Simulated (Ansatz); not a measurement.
LaSb:
```yaml
crystal:
  lattice:
    - [0.00000, 3.20046, 3.20046]
    - [3.20046, 0.00000, 3.20046]
    - [3.20046, 3.20046, 0.00000]
  atoms:
    - { symbol: La, position: [0.00000, 0.00000, 0.00000] }
    - { symbol: Sb, position: [0.50000, 0.50000, 0.50000] }
```

Relaxed with LDA. Special points in fractions of this cell's reciprocal vectors: Γ (0.000, 0.000, 0.000); X (0.500, 0.000, 0.500); U (0.625, 0.250, 0.625); K (0.375, 0.375, 0.750); L (0.500, 0.500, 0.500); W (0.500, 0.250, 0.750).

### Question
List the band energies nearest the Fermi level at these points for the program Ansatz at the LDA level (PAW).

### Answer
In eV from the Fermi level; about four levels below and three above (degenerate sets whole), none deeper than 8.9 eV; points with the same levels are listed once.

| k | below | above |
|---|---|---|
| Γ | – | 0.22 0.22 0.22 |
| X | -1.43 -0.34 -0.23 -0.23 | 2.13 2.16 2.21 2.21 |
| U | -8.23 -1.88 -1.45 -1.01 | 1.00 2.08 2.10 |
| L | -7.66 -3.33 -1.70 -1.70 | 1.83 2.07 2.07 |
| W | -8.20 -1.81 -1.37 -1.37 | 1.72 1.72 2.18 2.18 |

Space group Fm-3m (rock salt). The first step of the workflow began from a Materials Project structure, measured or hypothetical; the Crystallography Open Database files this formula in space group No. 225, but the cells were not matched. Whether it is the stable phase at ambient conditions was not checked. The LDA relaxation kept the symmetry of its start; of distortions, only those at the zone centre were tested. Scalar-relativistic: spin–orbit coupling is off unless named, which matters more the heavier the elements.

Potentials: the later of the program's two PAW sets.
